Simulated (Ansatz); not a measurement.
Input file for Ansatz (an electronic-structure program):

Ansatz 0.2 input:
```yaml
crystal:
  lattice:
    - [1.3914135613, 0.8033329942, 5.8537425565]
    - [-1.3914135613, 0.8033329942, 5.8537425565]
    - [0.0, -1.6066659884, 5.8537425565]
  atoms:
    - { symbol: Co, position: [0.5, 0.5, 0.5] }
    - { symbol: Pt, position: [0.0, 0.0, 0.0] }
    - { symbol: O, position: [0.112304272, 0.112304272, 0.112304272] }
    - { symbol: O, position: [0.887695728, 0.887695728, 0.887695728] }
kpoints:
  mp_grid: { grid: [30, 30, 30] }
hamiltonian:
  xc: lda
  pseudopotentials: { kind: paw }
scf:
  occupations: { method: fermi_dirac, width: 0.1 }
elastic: { mode: relaxed_ion, stencil: two_point, amplitude: 0.005, f_tol: 0.0005 }
```

Output (shortened):

```
Pseudopotential: Co, paw, valence charge 17
Pseudopotential: Pt, paw, valence charge 18
Pseudopotential: O, paw, valence charge 6
Functional definition: SPW92
Crystal: 4 atoms, lattice volume = 39.259 Å³
Basis set: ecut = 420 eV, 769 PW (Γ)
Bands: 29, of which v1, the nominal top of the filled ones, is band 24 counted from 1 (23 counted from 0)
Symmetry: 12 space group operations
Space group: R-3m (ITA 166), of the structure as read, at distance tolerance 3.4e-5 Å
k-points: 2496 of 27000
SCF 1 converged in 14 iterations: F = -18417.024137 eV  dr2 = 4.89e-14
relax step   1: F+E_penalty+E_count = -18417.02413707 eV  Δ(F+E_penalty+E_count) = +0.000e0 eV  max|allowed force component| = 1.581e-3 eV/Å  Δτ_max = 0.0000 Å  (14 SCF iters, accepted)
Crystal: 4 atoms, lattice volume = 39.259 Å³
SCF 2 converged in 11 iterations: F = -18417.024137 eV  dr2 = 9.83e-15
relax step   2: F+E_penalty+E_count = -18417.02413713 eV  Δ(F+E_penalty+E_count) = -5.885e-8 eV  max|allowed force component| = 8.145e-4 eV/Å  Δτ_max = 0.0000 Å  (11 SCF iters, accepted)
Crystal: 4 atoms, lattice volume = 39.259 Å³
SCF 3 converged in 8 iterations: F = -18417.024137 eV  dr2 = 4.69e-14
relax step   3: F+E_penalty+E_count = -18417.02413715 eV  Δ(F+E_penalty+E_count) = -2.127e-8 eV  max|allowed force component| = 1.428e-7 eV/Å  Δτ_max = 0.0000 Å  (8 SCF iters, accepted)
Crystal: 4 atoms, lattice volume = 39.259 Å³
SCF 4 converged in 14 iterations: F = -18417.024137 eV  dr2 = 1.56e-19
Crystal: 4 atoms, lattice volume = 39.062 Å³
Basis set: ecut = 420 eV, 761 PW (Γ)
Symmetry: 4 space group operations
k-points: 6992 of 27000
SCF 5 converged in 14 iterations: F = -18417.022554 eV  dr2 = 9.63e-14
relax step   1: F+E_penalty+E_count = -18417.02255366 eV  Δ(F+E_penalty+E_count) = +0.000e0 eV  max|allowed force component| = 4.811e-2 eV/Å  Δτ_max = 0.0000 Å  (14 SCF iters, accepted)
Crystal: 4 atoms, lattice volume = 39.062 Å³
SCF 6 converged in 12 iterations: F = -18417.022701 eV  dr2 = 3.86e-14
relax step   2: F+E_penalty+E_count = -18417.02270066 eV  Δ(F+E_penalty+E_count) = -1.470e-4 eV  max|allowed force component| = 7.478e-3 eV/Å  Δτ_max = 0.0023 Å  (12 SCF iters, accepted)
Crystal: 4 atoms, lattice volume = 39.062 Å³
SCF 7 converged in 9 iterations: F = -18417.022704 eV  dr2 = 1.76e-14
relax step   3: F+E_penalty+E_count = -18417.02270424 eV  Δ(F+E_penalty+E_count) = -3.574e-6 eV  max|allowed force component| = 1.051e-4 eV/Å  Δτ_max = 0.0005 Å  (9 SCF iters, accepted)
Crystal: 4 atoms, lattice volume = 39.062 Å³
SCF 8 converged in 6 iterations: F = -18417.022704 eV  dr2 = 6.86e-18
Crystal: 4 atoms, lattice volume = 39.455 Å³
Basis set: ecut = 420 eV, 785 PW (Γ)
SCF 9 converged in 15 iterations: F = -18417.022864 eV  dr2 = 8.74e-15
relax step   1: F+E_penalty+E_count = -18417.02286419 eV  Δ(F+E_penalty+E_count) = +0.000e0 eV  max|allowed force component| = 4.592e-2 eV/Å  Δτ_max = 0.0000 Å  (15 SCF iters, accepted)
Crystal: 4 atoms, lattice volume = 39.455 Å³
SCF 10 converged in 12 iterations: F = -18417.023003 eV  dr2 = 3.72e-14
relax step   2: F+E_penalty+E_count = -18417.02300309 eV  Δ(F+E_penalty+E_count) = -1.389e-4 eV  max|allowed force component| = 9.626e-4 eV/Å  Δτ_max = 0.0026 Å  (12 SCF iters, accepted)
Crystal: 4 atoms, lattice volume = 39.455 Å³
SCF 11 converged in 8 iterations: F = -18417.023003 eV  dr2 = 7.45e-14
relax step   3: F+E_penalty+E_count = -18417.02300314 eV  Δ(F+E_penalty+E_count) = -4.892e-8 eV  max|allowed force component| = 2.968e-6 eV/Å  Δτ_max = 0.0000 Å  (8 SCF iters, accepted)
Crystal: 4 atoms, lattice volume = 39.455 Å³
SCF 12 converged in 6 iterations: F = -18417.023003 eV  dr2 = 8.57e-18
Crystal: 4 atoms, lattice volume = 39.062 Å³
SCF 13 converged in 14 iterations: F = -18417.021516 eV  dr2 = 5.68e-14
relax step   1: F+E_penalty+E_count = -18417.02151631 eV  Δ(F+E_penalty+E_count) = +0.000e0 eV  max|allowed force component| = 6.806e-2 eV/Å  Δτ_max = 0.0000 Å  (14 SCF iters, accepted)
Crystal: 4 atoms, lattice volume = 39.062 Å³
SCF 14 converged in 11 iterations: F = -18417.021659 eV  dr2 = 6.45e-14
relax step   2: F+E_penalty+E_count = -18417.02165896 eV  Δ(F+E_penalty+E_count) = -1.426e-4 eV  max|allowed force component| = 2.616e-3 eV/Å  Δτ_max = 0.0022 Å  (11 SCF iters, accepted)
Crystal: 4 atoms, lattice volume = 39.062 Å³
SCF 15 converged in 9 iterations: F = -18417.021659 eV  dr2 = 1.78e-14
relax step   3: F+E_penalty+E_count = -18417.02165917 eV  Δ(F+E_penalty+E_count) = -2.115e-7 eV  max|allowed force component| = 4.186e-6 eV/Å  Δτ_max = 0.0001 Å  (9 SCF iters, accepted)
Crystal: 4 atoms, lattice volume = 39.062 Å³
SCF 16 converged in 6 iterations: F = -18417.021659 eV  dr2 = 5.70e-19
Crystal: 4 atoms, lattice volume = 39.455 Å³
Basis set: ecut = 420 eV, 781 PW (Γ)
SCF 17 converged in 14 iterations: F = -18417.022144 eV  dr2 = 4.08e-14
relax step   1: F+E_penalty+E_count = -18417.02214391 eV  Δ(F+E_penalty+E_count) = +0.000e0 eV  max|allowed force component| = 5.806e-2 eV/Å  Δτ_max = 0.0000 Å  (14 SCF iters, accepted)
Crystal: 4 atoms, lattice volume = 39.455 Å³
SCF 18 converged in 11 iterations: F = -18417.022256 eV  dr2 = 4.40e-14
relax step   2: F+E_penalty+E_count = -18417.02225564 eV  Δ(F+E_penalty+E_count) = -1.117e-4 eV  max|allowed force component| = 4.169e-3 eV/Å  Δτ_max = 0.0018 Å  (11 SCF iters, accepted)
Crystal: 4 atoms, lattice volume = 39.455 Å³
SCF 19 converged in 9 iterations: F = -18417.022256 eV  dr2 = 4.82e-14
relax step   3: F+E_penalty+E_count = -18417.02225621 eV  Δ(F+E_penalty+E_count) = -5.779e-7 eV  max|allowed force component| = 5.650e-6 eV/Å  Δτ_max = 0.0001 Å  (9 SCF iters, accepted)
Crystal: 4 atoms, lattice volume = 39.455 Å³
SCF 20 converged in 6 iterations: F = -18417.022256 eV  dr2 = 2.84e-18
Crystal: 4 atoms, lattice volume = 39.259 Å³
SCF 21 converged in 13 iterations: F = -18417.023686 eV  dr2 = 3.59e-14
relax step   1: F+E_penalty+E_count = -18417.02368569 eV  Δ(F+E_penalty+E_count) = +0.000e0 eV  max|allowed force component| = 5.286e-2 eV/Å  Δτ_max = 0.0000 Å  (13 SCF iters, accepted)
Crystal: 4 atoms, lattice volume = 39.259 Å³
SCF 22 converged in 10 iterations: F = -18417.023854 eV  dr2 = 4.78e-15
relax step   2: F+E_penalty+E_count = -18417.02385396 eV  Δ(F+E_penalty+E_count) = -1.683e-4 eV  max|allowed force component| = 1.227e-2 eV/Å  Δτ_max = 0.0026 Å  (10 SCF iters, accepted)
Crystal: 4 atoms, lattice volume = 39.259 Å³
SCF 23 converged in 9 iterations: F = -18417.023864 eV  dr2 = 5.74e-14
relax step   3: F+E_penalty+E_count = -18417.02386359 eV  Δ(F+E_penalty+E_count) = -9.624e-6 eV  max|allowed force component| = 7.560e-5 eV/Å  Δτ_max = 0.0008 Å  (9 SCF iters, accepted)
Crystal: 4 atoms, lattice volume = 39.259 Å³
SCF 24 converged in 6 iterations: F = -18417.023864 eV  dr2 = 1.24e-17
Crystal: 4 atoms, lattice volume = 39.259 Å³
SCF 25 converged in 13 iterations: F = -18417.023694 eV  dr2 = 3.82e-14
relax step   1: F+E_penalty+E_count = -18417.02369448 eV  Δ(F+E_penalty+E_count) = +0.000e0 eV  max|allowed force component| = 5.222e-2 eV/Å  Δτ_max = 0.0000 Å  (13 SCF iters, accepted)
Crystal: 4 atoms, lattice volume = 39.259 Å³
SCF 26 converged in 10 iterations: F = -18417.023870 eV  dr2 = 3.99e-14
relax step   2: F+E_penalty+E_count = -18417.02387041 eV  Δ(F+E_penalty+E_count) = -1.759e-4 eV  max|allowed force component| = 8.122e-4 eV/Å  Δτ_max = 0.0033 Å  (10 SCF iters, accepted)
Crystal: 4 atoms, lattice volume = 39.259 Å³
SCF 27 converged in 8 iterations: F = -18417.023870 eV  dr2 = 5.36e-14
relax step   3: F+E_penalty+E_count = -18417.02387045 eV  Δ(F+E_penalty+E_count) = -3.419e-8 eV  max|allowed force component| = 4.126e-6 eV/Å  Δτ_max = 0.0000 Å  (8 SCF iters, accepted)
Crystal: 4 atoms, lattice volume = 39.259 Å³
SCF 28 converged in 6 iterations: F = -18417.023870 eV  dr2 = 5.23e-18
SCF converged after 14 iterations
Stability not checked: this state was not tested for a lower state beside it, because too few of the mixer's solves of this state at the end of the SCF gave a …
Free energy (F): -18417.024137 eV
Harris-Foulkes:  -18417.024137 eV  (|F-HF|=0.00e0)
Internal energy: -18417.000053 eV  (E = F + TS)
E sigma→0 (E₀):  -18417.012095 eV
Entropy (-TS):   -0.024084 eV (-6.021 meV/atom)
Fermi energy:    17.302780 eV
--- Per-component energies (eV) ---
  E_band       = -445.771240
  E_kinetic    = 1441.064920
  E_local      = -5574.269321  (includes V_loc(G=0)·N_el)
  E_nonlocal   = 768.203592
  E_hartree    = 2232.994255
  E_xc         = -562.472977
  E_vxc        = -693.145934  (∫ρ·V_xc dr)
  E_paw        = -10922.587533  (= ΣΔE_a)
  E_vpaw       = -853.617937  (= ΣTr[D̂ρ^β])
  E_aug_tail   = 0.004930  (compensation charges beyond the density's cutoff)
  E_ewald      = -5801.013882
  E_core_change = 1.075963  (= ΣΔE_core)
  E_smearing   = -0.024084  (= −TS)
  E_closure    =  0.000000  (closes the sum)
  Σ components = -18417.024137   (vs F -18417.024137, Δ=0.00e0)
--- Forces (eV/Å), atoms counted from 1 ---
  atom   1  Co     0.00000000     0.00000000     0.00000000
  atom   2  Pt     0.00000000     0.00000000     0.00000000
  atom   3  O      0.00000000     0.00000000    -0.00000003
  atom   4  O      0.00000000     0.00000000     0.00000003
  max |Σ_I F_I| component: 0.0 eV/Å
--- Stress (GPa, compression-positive) ---
        0.108602       0.000000       0.000000
        0.000000       0.108602       0.000000
        0.000000       0.000000       0.219756
  P = ⅓ Tr σ = 0.1457 GPa (1.457 kbar)
--- Band table (eV; the first three rows and the last of 2496) ---
  k-point 0: bands = ["-81.7260", "-77.6790", "-41.3725", "-41.3725", "-41.3473", "-36.2484", "-35.4810", "-35.4810", "-4.6094", "-2.4308", "7.0189", "9.7284", "10.2966", "10.2966", "12.4174", "13.7581", "13.7581", "13.8452", "13.8452", "15.2964", "15.2964", …
  k-point 1: bands = ["-81.7258", "-77.6789", "-41.3736", "-41.3727", "-41.3471", "-36.2479", "-35.4847", "-35.4819", "-4.5946", "-2.4296", "7.0370", "9.7625", "10.2506", "10.3033", "12.4595", "13.6625", "13.7007", "13.8398", "13.8884", "15.2915", "15.3064", …
  k-point 2: bands = ["-81.7251", "-77.6786", "-41.3768", "-41.3735", "-41.3466", "-36.2465", "-35.4959", "-35.4847", "-4.5506", "-2.4263", "7.0904", "9.8629", "10.1268", "10.3234", "12.5676", "13.4307", "13.5728", "13.7945", "13.9848", "15.2320", "15.3216", …
  k-point 2495: bands = ["-81.7260", "-77.6790", "-41.3725", "-41.3725", "-41.3473", "-36.2485", "-35.4810", "-35.4810", "-4.3288", "-2.8987", "8.7619", "9.4853", "10.2483", "10.4391", "10.4391", "13.0358", "13.0358", "13.8545", "13.8545", "15.3809", …
--- Elastic constants: 3 strain directions × 2 members + reference (group order 12) ---
  dense FFT box of the reference and of every strained cell: 45×45×45
  strains applied: 11, 33, 23; error gains …
  reference relaxed by the batch: 3 steps …
  largest displacement 5.1e-5 Å; the constants are those of the deck's cell at these positions:
  atoms:
    - { symbol: Co, position: [0.49999999999999994, 0.49999999999999994, 0.4999999999999999] }
    - { symbol: Pt, position: [0.0, 0.0, 0.0] }
    - { symbol: O, position: [0.11230715745532445, 0.11230715745532445, 0.11230715745532444] }
    - { symbol: O, position: [0.8876928425446753, 0.8876928425446753, 0.8876928425446755] }
  C = ∂σ_k/∂η_j (tension-positive GPa; Voigt order 11 22 33 23 13 12):
       418.404    186.768    193.832    -10.824      0.000      0.000
       186.768    418.404    193.832     10.824      0.000      0.000
       193.898    193.898    711.058      0.000      0.000      0.000
       -10.814     10.814      0.000     88.408      0.000      0.000
         0.000      0.000      0.000      0.000     88.408    -10.814
         0.000      0.000      0.000      0.000    -10.824    115.818
  reference stress σ⁰ (GPa):     -0.109     -0.109     -0.220      0.000      0.000      0.000
  moduli (Voigt/Reuss/Hill, GPa): K = 299.65/283.70/291.68   G = 123.42/110.10/116.76   E = 309.04   ν = 0.323
  mechanically stable: yes (min eigenvalue of sym C = 84.65 GPa)
  strain η (Voigt 11):  stress-route row diagonal C_11 = 418.40 GPa, energy-path curvature d²(F+E_count+ΔE)/dδ²/Ω₀ = 418.24 GPa
         δ    σ_11 (GPa)             F (eV)   n_scf  n_hpsi   n_pw
    -5.000e-3      -2.2375      -18417.0227042       6  2355303    781   relax 3 steps, max|allowed force component| 1.05e-4 eV/Å
     5.000e-3       1.9466      -18417.0230031       6  2350436    792   relax 3 steps, max|allowed force component| 2.97e-6 eV/Å
  strain η (Voigt 33):  stress-route row diagonal C_33 = 711.06 GPa, energy-path curvature d²(F+E_count+ΔE)/dδ²/Ω₀ = 710.95 GPa
         δ    σ_33 (GPa)             F (eV)   n_scf  n_hpsi   n_pw
    -5.000e-3      -3.8426      -18417.0216592       6  840059    785   relax 3 steps, max|allowed force component| 4.19e-6 eV/Å
     5.000e-3       3.2680      -18417.0222562       6  839463    791   relax 3 steps, max|allowed force component| 5.65e-6 eV/Å
  strain η (Voigt 23):  stress-route row diagonal C_44 = 88.41 GPa, energy-path curvature d²(F+E_count+ΔE)/dδ²/Ω₀ = 88.47 GPa
         δ    σ_23 (GPa)             F (eV)   n_scf  n_hpsi   n_pw
    -5.000e-3      -0.4420      -18417.0238636       6  2357240    787   relax 3 steps, max|allowed force component| 7.56e-5 eV/Å
     5.000e-3       0.4421      -18417.0238704       6  2352316    788   relax 3 steps, max|allowed force component| 4.13e-6 eV/Å
```

Cost: very roughly 2.2 core-hours on shared cores.

The LDA relaxation kept the symmetry of its start; of distortions, only those at the zone centre were tested. The run is not spin-polarised. No Hubbard U is applied. As this level gives no gap, shear constants depend on the k-mesh and smearing (Fermi–Dirac, 0.1 eV here). Scalar-relativistic: spin–orbit coupling is off unless named, which matters more the heavier the elements.

Potentials: the later of the program's two PAW sets.

Ansatz is a plane-wave DFT program.
